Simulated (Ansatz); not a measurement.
Ansatz (a first-principles code) input:

Ansatz 0.2 input:
```yaml
crystal:
  lattice:
    - [-1.5844735729, 1.5844735729, 1.5844735729]
    - [1.5844735729, -1.5844735729, 1.5844735729]
    - [1.5844735729, 1.5844735729, -1.5844735729]
  atoms:
    - { symbol: W, position: [0.0, 0.0, 0.0] }
kpoints:
  mp_grid: { grid: [13, 13, 13] }
  band_path:
    path:
      - [[0.0, 0.0, 0.0], [0.5, -0.5, 0.5], [0.0, 0.0, 0.5], [0.0, 0.0, 0.0], [0.25, 0.25, 0.25], [0.5, -0.5, 0.5]]  # Γ-H-N-Γ-P-H
      - [[0.25, 0.25, 0.25], [0.0, 0.0, 0.5]]  # P-N
    npoints: 12
hamiltonian:
  xc: r2scan
  pseudopotentials: { azcp: { folder: ./paw }, kind: paw_fr }
magnetization: { noncollinear: true, spin_orbit: true }
scf:
  n_extra_bands: 12
  convergence: { dr2_threshold: 0.0000000001 }
  occupations: { method: gaussian, width: 0.05 }
output: { eigenvalues: true }
```

Output (shortened):

```
Pseudopotential: W, paw, valence charge 14
Functional definition: r2SCAN
non-collinear run that drives no moment, with spin-orbit …
Crystal: 1 atoms, lattice volume = 15.912 Å³
Basis set: ecut = 500 eV, 381 PW (Γ), exchange–correlation on 96×96×96 points (64 copies of the dense FFT grid, shifted against one another)
Bands: 26, of which v1, the nominal top of the filled ones, is band 14 counted from 1 (13 counted from 0)
Symmetry: 48 space group operations + 48 with time reversal
k-points: 84 of 2197
Projection manifold: j_resolved (fully-relativistic pseudo-atomic orbitals)
SCF iter   1: F=—  HF=-10374.026729 eV  |F-HF|=—  |Δ(HF+E_count)|=         —  Δρ=6.16e-2  dr2=5.15e-1  dr2_τ=6.82e-3  dr2_m=0.00e0 (ungated)  ethr=3.10e-3  |M|=0.00e0 ∫|m|=0.00e0 μB  |m|>n=0.0e0 m-floor=0.0e0 τ_xc=0.0e0  β_m=0.30  ⟨swp⟩=6.0  Hψ=5395  notcnv=0  defer=96
preconditioner: auto → none
SCF iter   2: F=—  HF=-10373.976964 eV  |F-HF|=—  |Δ(HF+E_count)|=   4.98e-2  Δρ=3.85e-2  dr2=1.62e-1  dr2_τ=2.54e-3  dr2_m=0.00e0 (ungated)  ethr=3.10e-3  |M|=0.00e0 ∫|m|=0.00e0 μB  |m|>n=0.0e0 m-floor=0.0e0 τ_xc=0.0e0  β_m=0.49  ⟨swp⟩=2.0  Hψ=1659  notcnv=0  defer=530
SCF iter   3: F=—  HF=-10373.972450 eV  |F-HF|=—  |Δ(HF+E_count)|=   4.51e-3  Δρ=9.75e-3  dr2=4.47e-3  dr2_τ=1.55e-4  dr2_m=0.00e0 (ungated)  ethr=1.16e-3  |M|=0.00e0 ∫|m|=0.00e0 μB  |m|>n=0.0e0 m-floor=0.0e0 τ_xc=0.0e0  β_m=0.69  ⟨swp⟩=2.2  Hψ=1491  notcnv=0  defer=548
SCF iter   4: F=—  HF=-10373.975716 eV  |F-HF|=—  |Δ(HF+E_count)|=   3.27e-3  Δρ=7.20e-4  dr2=2.38e-5  dr2_τ=1.74e-6  dr2_m=0.00e0 (ungated)  ethr=3.19e-5  |M|=0.00e0 ∫|m|=0.00e0 μB  |m|>n=0.0e0 m-floor=0.0e0 τ_xc=0.0e0  β_m=0.74  ⟨swp⟩=3.0  Hψ=1492  notcnv=0  defer=548
SCF iter   5: F=—  HF=-10373.975786 eV  |F-HF|=—  |Δ(HF+E_count)|=   7.00e-5  Δρ=1.34e-4  dr2=7.94e-7  dr2_τ=4.58e-8  dr2_m=0.00e0 (ungated)  ethr=1.70e-7  |M|=0.00e0 ∫|m|=0.00e0 μB  |m|>n=0.0e0 m-floor=0.0e0 τ_xc=0.0e0  β_m=0.87  ⟨swp⟩=2.0  Hψ=1381  notcnv=0  defer=548
SCF iter   6: F=—  HF=-10373.975787 eV  |F-HF|=—  |Δ(HF+E_count)|=   9.41e-7  Δρ=1.63e-5  dr2=2.40e-8  dr2_τ=5.71e-10  dr2_m=0.00e0 (ungated)  ethr=5.67e-9  |M|=0.00e0 ∫|m|=0.00e0 μB  |m|>n=0.0e0 m-floor=0.0e0 τ_xc=0.0e0  β_m=0.77  ⟨swp⟩=2.1  Hψ=1294  notcnv=0  defer=548
SCF iter   7: F=—  HF=-10373.975787 eV  |F-HF|=—  |Δ(HF+E_count)|=   2.13e-9  Δρ=4.04e-6  dr2=1.49e-9  dr2_τ=2.41e-11  dr2_m=0.00e0 (ungated)  ethr=1.71e-10  |M|=0.00e0 ∫|m|=0.00e0 μB  |m|>n=0.0e0 m-floor=0.0e0 τ_xc=0.0e0  β_m=0.89  ⟨swp⟩=2.0  Hψ=1066  notcnv=0  defer=548
SCF iter   8: F=-10373.975787 eV  HF=-10373.975787 eV  |F-HF|=3.64e-12  |Δ(HF+E_count)|=  1.35e-10  Δρ=1.30e-7  dr2=1.07e-12  dr2_τ=9.14e-14  dr2_m=0.00e0 (ungated)  ethr=1.00e-12  |M|=0.00e0 ∫|m|=0.00e0 μB  |m|>n=0.0e0 m-floor=0.0e0 τ_xc=0.0e0  ⟨swp⟩=8.0  Hψ=4632  notcnv=0
SCF 1 converged in 8 iterations: F = -10373.975787 eV  dr2 = 1.07e-12
NSCF: frozen V_eff on 74 k-points
SCF converged after 8 iterations
Magnetization: |M| = 0.0000 μB,  M = (+0.0000, +0.0000, +0.0000) μB
Absolute magnetization: 0.0000 μB (∫|m|)
  site 0: m = (+0.0000, +0.0000, +0.0000) μB, |m| = 0.0000 μB  (R = 1.13 Å)
Free energy (F): -10373.975787 eV
Harris-Foulkes:  -10373.975787 eV  (|F-HF|=3.64e-12)
Internal energy: -10373.975376 eV  (E = F + TS)
E sigma→0 (E₀):  -10373.975582 eV
Entropy (-TS):   -0.000411 eV (-0.411 meV/atom)
Fermi energy:    22.167987 eV
--- Per-component energies (eV) ---
  E_band       = -102.786046
  E_kinetic    = 421.699616
  E_local      = -544.906244  (includes V_loc(G=0)·N_el)
  E_nonlocal   = -28.447753
  E_hartree    = 228.770638
  E_xc         = -250.236146
  E_vxc        = -252.512041  (∫ρ·V_xc dr)
  E_paw        = -8579.655210  (= ΣΔE_a)
  E_vpaw       = -169.319907  (= ΣTr[D̂ρ^β])
  E_aug_tail   = 0.000078  (compensation charges beyond the density's cutoff)
  E_vtau       = 13.158957  (kinetic-family band-sum trace: ∫τ·v_τ [+ j·A + Jᵃ·Aᵃ] dr)
  E_ewald      = -1620.588659
  E_core_change = -0.611695  (= ΣΔE_core)
  E_smearing   = -0.000411  (= −TS)
  E_closure    =  0.000000  (closes the sum)
  Σ components = -10373.975787   (vs F -10373.975787, Δ=0.00e0)
  [band-id]    e_kinetic+e_local+e_nonlocal+2·e_hartree+e_vxc+e_vpaw+e_augmentation_tail+e_vtau = -102.786021   (vs E_band -102.786046, Δ=2.48e-5)
--- Band table (eV; the first three rows and the last of 84) ---
  k-point 0: bands = ["-53.7010", "-53.7010", "-23.9403", "-23.9403", "-13.9227", "-13.9227", "-13.9227", "-13.9227", "12.0810", "12.0810", "20.7176", "20.7176", "20.7176", "20.7176", "21.2380", "21.2380", "24.8022", "24.8022", "24.8022", "24.8022", …
  k-point 1: bands = ["-53.6925", "-53.6925", "-23.9627", "-23.9627", "-13.9990", "-13.9990", "-13.9375", "-13.9375", "12.3780", "12.3780", "20.6058", "20.6058", "20.7795", "20.7795", "21.3457", "21.3457", "24.5183", "24.5183", "24.8054", "24.8054", …
  k-point 2: bands = ["-53.6690", "-53.6690", "-24.0251", "-24.0251", "-14.2047", "-14.2047", "-13.9776", "-13.9776", "13.2027", "13.2027", "20.2135", "20.2135", "20.5965", "20.5965", "22.0785", "22.0785", "24.0708", "24.0708", "24.8441", "24.8441", …
  k-point 83: bands = ["-53.4452", "-53.4452", "-24.5434", "-24.5434", "-15.0523", "-15.0523", "-15.0398", "-15.0398", "16.2728", "16.2728", "16.3107", "16.3107", "26.4306", "26.4306", "26.9251", "26.9251", "27.6046", "27.6046", "29.4288", "29.4288", …
```

Cost: very roughly 14 core-seconds on shared cores.

Space group Im-3m (bcc (W type)). The r²SCAN relaxation kept the symmetry of its start. No spin polarisation was allowed.

Potentials: the earlier of the program's two PAW sets.

Ansatz is a plane-wave DFT program.
